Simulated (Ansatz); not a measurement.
Theory: Ansatz, DFT PBE, scalar-relativistic, plane waves, PAW. Settings of the last relaxation (8-atom cell): 420 eV, 8×8×8 k points, Gaussian smearing of 0.10 eV, no spin polarisation.

Formation energies are uncorrected and count from the elements' standard states at the same level.

Question: Find a candidate cubic metal that holds Ti and 2 more elements, with a formation energy near −1.68 eV/atom and a density near 6.76 g/cm³, in a cell of 8 atoms.

Answer: Zr3TiN4, space group Pm-3m (No. 221). Around Zr lie 6 N at 2.26 Å, 4 Ti at 3.20 Å and 8 Zr at 3.20 Å; around Ti lie 6 N at 2.26 Å and 12 Zr at 3.20 Å; N on a site of symmetry 4/mmm is surrounded by 2 Ti at 2.26 Å and 4 Zr at 2.26 Å; around N on a site of symmetry m-3m lie 6 Zr at 2.26 Å.

```
Zr Ti N
1.0
     4.52728    0.00000    0.00000
     0.00000    4.52728    0.00000
     0.00000    0.00000    4.52728
Zr Ti N
3 1 4
Direct
  0.00000 0.00000 0.50000
  0.50000 0.00000 0.00000
  0.00000 0.50000 0.00000
  0.50000 0.50000 0.50000
  0.50000 0.50000 0.00000
  0.00000 0.50000 0.50000
  0.50000 0.00000 0.50000
  0.00000 0.00000 0.00000
```

The volume per atom is 11.60 Å³, the density is 6.76 g/cm³ and the formation energy is −1.68 eV/atom. The gap on the 8×8×8 mesh of the 8-atom cell is 0 eV (a metal).

The cell was found from a structure generator's guess, not taken from experiment. Other answers may fit too; this one was computed.

A later test with randomly moved atoms came back to the same energy, though modes that don't fit the test's cell weren't probed.
